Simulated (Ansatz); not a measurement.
An Ansatz (a first-principles code) run. Input:

Ansatz 0.2 input:
```yaml
crystal:
  lattice:
    - [4.6899536135, 0.0, 0.0]
    - [0.0, 4.6899536135, 0.0]
    - [0.0, 0.0, 4.6899536135]
  atoms:
    - { symbol: Si, position: [0.161721751, 0.338278249, 0.661721751] }
    - { symbol: Si, position: [0.338278249, 0.661721751, 0.161721751] }
    - { symbol: Si, position: [0.661721751, 0.161721751, 0.338278249] }
    - { symbol: Si, position: [0.838278249, 0.838278249, 0.838278249] }
    - { symbol: Ru, position: [0.8688977607, 0.6311022393, 0.3688977607] }
    - { symbol: Ru, position: [0.6311022393, 0.3688977607, 0.8688977607] }
    - { symbol: Ru, position: [0.3688977607, 0.8688977607, 0.6311022393] }
    - { symbol: Ru, position: [0.1311022393, 0.1311022393, 0.1311022393] }
kpoints:
  mp_grid: { grid: [5, 5, 5] }
  band_path:
    path:
      - [[0.0, 0.0, 0.0], [0.0, 0.5, 0.0], [0.5, 0.5, 0.0], [0.0, 0.0, 0.0], [0.5, 0.5, 0.5], [0.0, 0.5, 0.0]]  # Γ-X-M-Γ-R-X
      - [[0.5, 0.5, 0.5], [0.5, 0.5, 0.0], [0.5, 0.0, 0.0]]  # R-M-X_1
      - [VBM, CBM]
    npoints: 10
basis: { xc_grid: 2 }
hamiltonian:
  xc: pbesol
  pseudopotentials: { azcp: { folder: ./paw }, kind: paw_fr }
magnetization: { noncollinear: true, spin_orbit: true }
scf:
  n_extra_bands: 16
  convergence: { dr2_threshold: 0.0000000001 }
  occupations: { method: gaussian, width: 0.01 }
checkpoint: { write: soc.run }
output: { eigenvalues: true }
```

Output (shortened):

```
Pseudopotential: Si, paw, valence charge 4
Pseudopotential: Ru, paw, valence charge 16
Functional definition: PBEsol
non-collinear run that drives no moment, with spin-orbit …
Crystal: 8 atoms, lattice volume = 103.159 Å³
Basis set: ecut = 420 eV, 2007 PW (Γ), exchange–correlation on 64×64×64 points (8 copies of the dense FFT grid, shifted against one another)
Bands: 96, of which v1, the nominal top of the filled ones, is band 80 counted from 1 (79 counted from 0)
Symmetry: 12 space group operations + 12 with time reversal
k-points: 11 of 125 (time reversal used)
Projection manifold: j_resolved (fully-relativistic pseudo-atomic orbitals)
SCF iter   1: F=—  HF=-25768.148481 eV  |F-HF|=—  |Δ(HF+E_count)|=         —  Δρ=1.22e-1  dr2=1.73e1  dr2_m=0.00e0 (ungated)  ethr=3.10e-3  |M|=0.00e0 ∫|m|=0.00e0 μB  |m|>n=0.0e0 m-floor=0.0e0 τ_xc=0.0e0  β_m=0.30  ⟨swp⟩=6.3  Hψ=4811  notcnv=0  defer=2
preconditioner: auto → Resta (q_TF=auto, 2.615 Å⁻¹)
spin=Noncollinear: Resta preconditioning applied to the charge; magnetization (m_x, m_y, m_z) channels mix plain (no charge-response kernel on spin).
SCF iter   2: F=—  HF=-25764.911393 eV  |F-HF|=—  |Δ(HF+E_count)|=    3.24e0  Δρ=6.24e-2  dr2=3.62e0  dr2_m=0.00e0 (ungated)  ethr=3.10e-3  |M|=0.00e0 ∫|m|=0.00e0 μB  |m|>n=0.0e0 m-floor=0.0e0 τ_xc=0.0e0  β_m=0.42  ⟨swp⟩=3.1  Hψ=2131  notcnv=0  defer=112
SCF iter   3: F=—  HF=-25764.050425 eV  |F-HF|=—  |Δ(HF+E_count)|=   8.61e-1  Δρ=2.13e-2  dr2=3.44e-1  dr2_m=0.00e0 (ungated)  ethr=3.10e-3  |M|=0.00e0 ∫|m|=0.00e0 μB  |m|>n=0.0e0 m-floor=0.0e0 τ_xc=0.0e0  β_m=0.71  ⟨swp⟩=2.0  Hψ=1480  notcnv=0  defer=112
SCF iter   4: F=—  HF=-25763.958067 eV  |F-HF|=—  |Δ(HF+E_count)|=   9.24e-2  Δρ=4.76e-3  dr2=2.22e-2  dr2_m=0.00e0 (ungated)  ethr=4.30e-4  |M|=0.00e0 ∫|m|=0.00e0 μB  |m|>n=0.0e0 m-floor=0.0e0 τ_xc=0.0e0  β_m=0.82  ⟨swp⟩=2.0  Hψ=1805  notcnv=0  defer=112
SCF iter   5: F=—  HF=-25763.951982 eV  |F-HF|=—  |Δ(HF+E_count)|=   6.09e-3  Δρ=7.15e-4  dr2=6.59e-4  dr2_m=0.00e0 (ungated)  ethr=2.77e-5  |M|=0.00e0 ∫|m|=0.00e0 μB  |m|>n=0.0e0 m-floor=0.0e0 τ_xc=0.0e0  β_m=0.86  ⟨swp⟩=2.2  Hψ=1731  notcnv=0  defer=112
SCF iter   6: F=—  HF=-25763.951842 eV  |F-HF|=—  |Δ(HF+E_count)|=   1.40e-4  Δρ=1.15e-4  dr2=1.01e-5  dr2_m=0.00e0 (ungated)  ethr=8.24e-7  |M|=0.00e0 ∫|m|=0.00e0 μB  |m|>n=0.0e0 m-floor=0.0e0 τ_xc=0.0e0  β_m=0.93  ⟨swp⟩=2.0  Hψ=1452  notcnv=0  defer=112
SCF iter   7: F=—  HF=-25763.951847 eV  |F-HF|=—  |Δ(HF+E_count)|=   4.46e-6  Δρ=2.47e-5  dr2=6.18e-7  dr2_m=0.00e0 (ungated)  ethr=1.26e-8  |M|=0.00e0 ∫|m|=0.00e0 μB  |m|>n=0.0e0 m-floor=0.0e0 τ_xc=0.0e0  β_m=0.96  ⟨swp⟩=2.0  Hψ=1736  notcnv=0  defer=112
SCF iter   8: F=—  HF=-25763.952056 eV  |F-HF|=—  |Δ(HF+E_count)|=   2.09e-4  Δρ=3.49e-6  dr2=1.30e-8  dr2_m=0.00e0 (ungated)  ethr=7.72e-10  |M|=0.00e0 ∫|m|=0.00e0 μB  |m|>n=0.0e0 m-floor=0.0e0 τ_xc=0.0e0  β_m=0.98  ⟨swp⟩=2.1  Hψ=1354  notcnv=0  defer=112
SCF iter  10: F=-25763.952056 eV  HF=-25763.952056 eV  |F-HF|=1.46e-11  |Δ(HF+E_count)|=  4.37e-11  Δρ=5.35e-8  dr2=1.80e-12  dr2_m=0.00e0 (ungated)  ethr=1.00e-12  |M|=0.00e0 ∫|m|=0.00e0 μB  |m|>n=0.0e0 m-floor=0.0e0 τ_xc=0.0e0  ⟨swp⟩=10.1  Hψ=3497  notcnv=0
SCF 1 converged in 10 iterations: F = -25763.952056 eV  dr2 = 1.80e-12
NSCF: frozen V_eff on 24 k-points
NSCF: frozen V_eff on 24 k-points
NSCF: frozen V_eff on 24 k-points
NSCF: frozen V_eff on 24 k-points
NSCF: frozen V_eff on 15 k-points
NSCF: frozen V_eff on 24 k-points
NSCF: frozen V_eff on 4 k-points
NSCF: frozen V_eff on 8 k-points
NSCF: frozen V_eff on 20 k-points
NSCF: frozen V_eff on 24 k-points
NSCF: frozen V_eff on 4 k-points
NSCF: frozen V_eff on 24 k-points
NSCF: frozen V_eff on 4 k-points
NSCF: frozen V_eff on 10 k-points
NSCF: frozen V_eff on 6 k-points
NSCF: frozen V_eff on 10 k-points
NSCF: frozen V_eff on 17 k-points
NSCF: frozen V_eff on 17 k-points
NSCF: frozen V_eff on 5 k-points
NSCF: frozen V_eff on 9 k-points
NSCF: frozen V_eff on 10 k-points
NSCF: frozen V_eff on 83 k-points
SCF converged after 10 iterations
Magnetization: |M| = 0.0000 μB,  M = (+0.0000, +0.0000, +0.0000) μB
Absolute magnetization: 0.0000 μB (∫|m|)
  site 0: m = (+0.0000, +0.0000, +0.0000) μB, |m| = 0.0000 μB  (R = 0.98 Å)
  site 1: m = (+0.0000, +0.0000, +0.0000) μB, |m| = 0.0000 μB  (R = 0.98 Å)
  site 2: m = (+0.0000, +0.0000, +0.0000) μB, |m| = 0.0000 μB  (R = 0.98 Å)
  site 3: m = (+0.0000, +0.0000, +0.0000) μB, |m| = 0.0000 μB  (R = 0.98 Å)
  site 4: m = (+0.0000, +0.0000, +0.0000) μB, |m| = 0.0000 μB  (R = 0.98 Å)
  site 5: m = (+0.0000, +0.0000, +0.0000) μB, |m| = 0.0000 μB  (R = 0.98 Å)
  site 6: m = (+0.0000, +0.0000, +0.0000) μB, |m| = 0.0000 μB  (R = 0.98 Å)
  site 7: m = (+0.0000, +0.0000, +0.0000) μB, |m| = 0.0000 μB  (R = 0.98 Å)
Free energy (F): -25763.952056 eV
Harris-Foulkes:  -25763.952056 eV  (|F-HF|=1.46e-11)
Internal energy: -25763.952056 eV  (E = F + TS)
E sigma→0 (E₀):  -25763.952056 eV
Fermi energy:    18.321050 eV
--- Per-component energies (eV) ---
  E_band       = -356.607598
  E_kinetic    = 2031.692537
  E_local      = -7004.110370  (includes V_loc(G=0)·N_el)
  E_nonlocal   = 1750.810568
  E_hartree    = 2545.637348
  E_xc         = -911.483141
  E_vxc        = -1064.485088  (∫ρ·V_xc dr)
  E_paw        = -15761.245114  (= ΣΔE_a)
  E_vpaw       = -1161.792632  (= ΣTr[D̂ρ^β])
  E_aug_tail   = 0.002673  (compensation charges beyond the density's cutoff)
  E_ewald      = -8416.402041
  E_core_change = 1.145485  (= ΣΔE_core)
  E_smearing   =  0.000000  (= −TS)
  E_closure    =  0.000000  (closes the sum)
  Σ components = -25763.952056   (vs F -25763.952056, Δ=0.00e0)
  [band-id]    e_kinetic+e_local+e_nonlocal+2·e_hartree+e_vxc+e_vpaw+e_augmentation_tail = -356.607617   (vs E_band -356.607598, Δ=-1.82e-5)
--- Band table (eV; the first three rows and the last of 11) ---
  k-point 0: bands = ["-54.4084", "-54.4084", "-54.3552", "-54.3552", "-54.3552", "-54.3552", "-54.3552", "-54.3552", "-26.8434", "-26.8434", "-26.8434", "-26.8434", "-26.8335", "-26.8335", "-26.7059", "-26.7059", "-23.5645", "-23.5645", "-23.5315", …
  k-point 1: bands = ["-54.4045", "-54.4045", "-54.3660", "-54.3660", "-54.3540", "-54.3540", "-54.3496", "-54.3496", "-26.8581", "-26.8506", "-26.8463", "-26.8403", "-26.8161", "-26.8108", "-26.7161", "-26.7160", "-23.5879", "-23.5503", "-23.5466", …
  k-point 2: bands = ["-54.3941", "-54.3941", "-54.3800", "-54.3800", "-54.3512", "-54.3512", "-54.3488", "-54.3488", "-26.8604", "-26.8544", "-26.8518", "-26.8466", "-26.7803", "-26.7776", "-26.7437", "-26.7428", "-23.5922", "-23.5767", "-23.5353", …
  k-point 10: bands = ["-54.3770", "-54.3770", "-54.3740", "-54.3740", "-54.3626", "-54.3626", "-54.3605", "-54.3605", "-26.8295", "-26.8276", "-26.8240", "-26.8196", "-26.7995", "-26.7924", "-26.7896", "-26.7857", "-23.6146", "-23.6134", "-23.5115", …
```

Cost: very roughly 5 core-minutes on shared cores.

Space group P2_13. Symmetry was held in the PBEsol relaxation. The run is not spin-polarised.

Potentials: the earlier of the program's two PAW sets.

Ansatz is a plane-wave DFT program.
